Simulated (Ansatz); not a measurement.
## Si: a jump of Li

These are results of Ansatz, DFT PBE, scalar-relativistic, plane waves, PAW, not measurements. (420 eV cutoff, 2×2×2 k-mesh, Gaussian smearing of 0.02 eV, no spin polarisation)

Host crystal, relaxed:

```xyz
2
Lattice="0.0000 2.7350 2.7350 2.7350 0.0000 2.7350 2.7350 2.7350 0.0000" Properties=species:S:1:pos:R:3 pbc="T T T"
Si    4.1026    4.1026    4.1026
Si    2.7350    2.7350    2.7350
```

In a supercell of 54 host sites with charge +1, interstitial Li hops to an equivalent place, moving 2.37 Å between the relaxed ends. Climbing-image nudged elastic band at fixed cell with images 0 (start) to 6 (end), the path measured over all atoms, converged to 0.05 eV/Å; the order of the saddle wasn't checked, and the small cell leaves errors of about a tenth of an eV.

Supercell rows in host cell vectors: 3 0 -3; 0 0 -3; 0 3 -3. Li was set at (0.000, 0.000, 0.000) of the host cell.

At the relaxed start Li has 4 Si at 2.44 Å, 5 Si at 2.75 Å, 1 Si at 2.76 Å.

What barrier does the band give, and what surrounds the atom at the top?

0.59 eV at image 3, where Li has 6 Si at 2.37 Å.

Cost: 1 run of about 19 core-minutes, on Intel Xeon Platinum 8488C (Sapphire Rapids) (shared hosts).